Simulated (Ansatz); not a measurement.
VSn2 in space group Fddd (No. 70; V on 16g, Sn on 16f, Sn on 16g) at seven volumes, plane-wave PAW r²SCAN (Ansatz code), shape and atoms relaxed at each. One row is withheld.

| V (Å³/atom) | P (GPa) |
|---|---|
| 18.312 | ? |
| 18.916 | 7.37 |
| 19.519 | 3.37 |
| 20.123 | 0.00 |
| 20.727 | -2.83 |
| 21.331 | -5.20 |
| 21.934 | -7.19 |

Task: Fit the shown pressures and predict the withheld one.

Result: Third-order Birch–Murnaghan: P = (3/2)B₀(x^(7/2) − x^(5/2))[1 + (3/4)(B′ − 4)(x − 1)] with x = (V₀/V)^(2/3). Least squares on the six rows gives V₀ = 20.123 Å³/atom, B₀ = 102.6 GPa, B′ = 4.82. At V = 18.312, x = 1.0649 and P = 12.15 GPa. The run itself gave 12.12 GPa.

The first step of the workflow began from a Materials Project structure, measured or hypothetical; the Crystallography Open Database files this formula in space group No. 70, but the cells were not matched. Whether it is the stable phase at ambient conditions was not checked. The cell was relaxed with r²SCAN under the symmetry of its start; its stability against distortions is not shown here. No spin polarisation was allowed. Spin–orbit coupling is left out wherever it is not named.

Potentials: the later of the program's two PAW sets.
